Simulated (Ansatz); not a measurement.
ZnO:
```
ZnO
1.0
    3.25003     0.00000     0.00000
   -1.62501     2.81461     0.00000
    0.00000     0.00000     5.22186
Zn O
2 2
Direct
  0.66667   0.33333   0.00286
  0.33333   0.66667   0.50286
  0.66667   0.33333   0.62234
  0.33333   0.66667   0.12234
```

Relaxed with HSE06. Special points in fractions of this cell's reciprocal vectors: Γ (0.000, 0.000, 0.000); M (0.500, 0.000, 0.000); K (0.333, 0.333, 0.000); A (0.000, 0.000, 0.500); L (0.500, 0.000, 0.500); H (0.333, 0.333, 0.500).

### Question
List the band energies nearest the valence-band maximum at these points for HSE06 in the plane-wave PAW code Ansatz.

### Answer
In eV from the valence-band maximum; about four levels below and three above (degenerate sets whole), none deeper than 8.9 eV; points with the same levels are listed once.

```csv
k,below,above
Γ,-0.84 -0.84 -0.07 0.00 0.00,2.51 7.22 10.31
M,-3.03 -2.36 -1.38 -0.88,7.80 8.70 9.43
K,-3.88 -3.88 -2.07 -2.07 -1.86,9.43 9.91 9.91
A,-0.41 -0.41 -0.41 -0.41,5.26 5.26 12.20 12.20
L,-1.59 -1.59 -1.43 -1.43,7.55 7.55 10.69 10.69
H,-2.93 -2.93 -1.27 -1.27,9.87 9.87 10.04 10.04
```

Space group P6_3mc (wurtzite). The cell was relaxed with HSE06 under the symmetry of its start. The hybrid was solved on a coarse mesh, the path and, where they were found, the r²SCAN edge points; its band edges are the extreme levels among these.

Potentials: the later of the program's two PAW sets.
